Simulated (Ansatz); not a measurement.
Structure: an ordered 6-atom cell of InB2As3 on the zincblende lattice (Imm2), at its r2SCAN minimum. The symmetry is Imm2 (No. 44, orthorhombic); conventional cell a = 3.617 Å, b = 11.004 Å, c = 5.331 Å, 17.68 Å³ an atom. B is surrounded by 4 As at 2.10–2.16 Å; As is surrounded by 3 B at 2.10–2.16 Å and 1 In at 2.60 Å; In is surrounded by 4 As at 2.55–2.60 Å; As is surrounded by 2 B at 2.10 Å and 2 In at 2.55 Å.

3 runs of the PAW code Ansatz on this cell differ in the functional (and in the settings that go with it). Levels are in eV from each run's valence top; v1 is the last filled band, c1 the first empty one.

Run A, mean stress 0.0 GPa (compression positive):
```tsv
point	v5	v3	v1	c1	c2	c3
Γ	-4.29	-1.03	0.00	0.86	1.30	2.05
X	-4.49	-2.35	-0.13	0.37	0.82	1.92
F₀	-5.16	-3.84	-2.59	0.46	1.34	1.47
Λ₀	-3.84	-2.36	-0.39	0.47	1.20	1.87
```

Run B, mean stress +1.9 GPa (compression positive):
```tsv
point	v5	v3	v1	c1	c2	c3
Γ	-4.13	-1.04	0.00	0.62	0.96	1.76
X	-4.33	-2.29	-0.10	0.11	0.60	1.65
F₀	-4.98	-3.71	-2.49	0.23	1.07	1.18
Λ₀	-3.72	-2.30	-0.36	0.24	0.95	1.55
```

Run C, mean stress -0.9 GPa (compression positive):
```tsv
point	v5	v3	v1	c1	c2	c3
Γ	-4.47	-1.08	0.00	1.27	1.77	2.54
X	-4.70	-2.42	-0.12	0.71	1.19	2.48
F₀	-5.41	-4.01	-2.67	0.79	1.69	1.80
Λ₀	-4.02	-2.43	-0.40	0.85	1.62	2.27
```

Task: Match the runs to PBE, r2SCAN, HSE06.

Result: A is r2SCAN, B is PBE, C is HSE06. In order of the gap: PBE 0.10, r2SCAN 0.35, HSE06 0.70 eV. The stress vanishes for r2SCAN, which relaxed the cell.

Spin-unpolarised throughout. Whether this structure exists isn't addressed.

Spin-orbit coupling is left out, which matters wherever the heavy atoms make up the band edges.

The program warns that its thresholds are loose for a hybrid's stress.

Gaps or overlaps of about a tenth of an eV are at the limit of these meshes: between the points read a gap can be smaller or closed.
